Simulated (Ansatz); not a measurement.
Mg2Sn:
Space group P6₃/mmc (No. 194); a = b = 4.940 Å, c = 6.144 Å, α = β = 90.00°, γ = 120.00°

```json
[
 {"atom": "Mg", "site": "2a", "symmetry": "-3m.", "x": "0.0000", "y": "0.0000", "z": "0.0000"},
 {"atom": "Mg", "site": "2d", "symmetry": "-6m2", "x": "0.6667", "y": "0.3333", "z": "0.2500"},
 {"atom": "Sn", "site": "2c", "symmetry": "-6m2", "x": "0.3333", "y": "0.6667", "z": "0.2500"}
]
```

This is the LDA-relaxed structure.

**Question.** All from plane-wave PAW LDA (Ansatz code), unless another level is named. Predict the highest zone-centre frequency.

**Answer.** 248 cm⁻¹.

**Question.** And the bulk modulus (Birch–Murnaghan fit)?

**Answer.** 495 kbar.

Space group P6_3/mmc. The workflow started from a Materials Project entry (that database holds measured and hypothetical structures alike); the Crystallography Open Database copy checked does not list it. COD files the formula under space group No. 225, 227, so this cell is another polymorph or a model. With Mg and Sn taken as one species the cell has the higher symmetry P6/mmm, so it may be an ordered model of a mixed-site phase. Whether it is the stable phase at ambient conditions was not checked. Symmetry was held in the LDA relaxation; of distortions, only those at the zone centre were tested. As this level gives no gap, phonon frequencies hold no LO–TO term and depend on the k-mesh and smearing (Fermi–Dirac, 0.1 eV here). Axis ratios of metals converge slowly with the k-mesh, so a and c are less sure than the volume. Spin–orbit coupling is left out wherever it is not named.

Potentials: the later of the program's two PAW sets.
